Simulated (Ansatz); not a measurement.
Convergence test, ZrHg

Level of theory: DFT PBEsol, scalar-relativistic, plane waves, PAW in Ansatz.

```
CELL_PARAMETERS angstrom
3.12142 -0.01203 0.00655
-0.01203 3.18013 -0.00230
0.00868 -0.00305 4.26927
ATOMIC_POSITIONS crystal
Zr 0.48013 0.48529 0.49479
Hg 0.98567 0.98952 0.99817
```

* Γ-centred k-mesh: 10×10×8
* occupation rule: Gaussian smearing, 0.1 eV
* spin treatment: unpolarised
* valence charge of the PAW sets: Zr 12, Hg 20

The atoms stay fixed while the plane-wave cutoff is varied. ΔE is the energy extrapolated to zero smearing, less that of the reference run (600 eV). The cell was strained and its atoms displaced at random, so that forces don't vanish. Spin–orbit coupling is left out. Pressure is positive in compression and holds a correction for the finite cutoff (Pulay stress).

**Question.** Tried: 200, 250, 300, 350, 420, 600 eV. From which plane-wave cutoff on does the energy per atom stay within 100, 10 and 1 meV of the reference?

**Answer.** 300 for 100 meV, 350 for 10 meV, 420 for 1 meV. The reference itself isn't shown to be converged. At 350 eV, where the energy is within 10 meV, force components already agree to within 0.001 eV/Å, where the largest force is 0.082 eV/Å.

```tsv
cutoff (eV)	ΔE (meV/atom)	P (GPa)	largest change of a force component (eV/Å)	plane waves at Γ
200	5886	5.80	0.053	269
250	814	-4.31	0.002	367
300	82.8	-3.47	0.002	507
350	5.27	-3.54	0.000	633
420	0.96	-3.59	0.000	839
600	0.00	-3.60	0.000	1419
```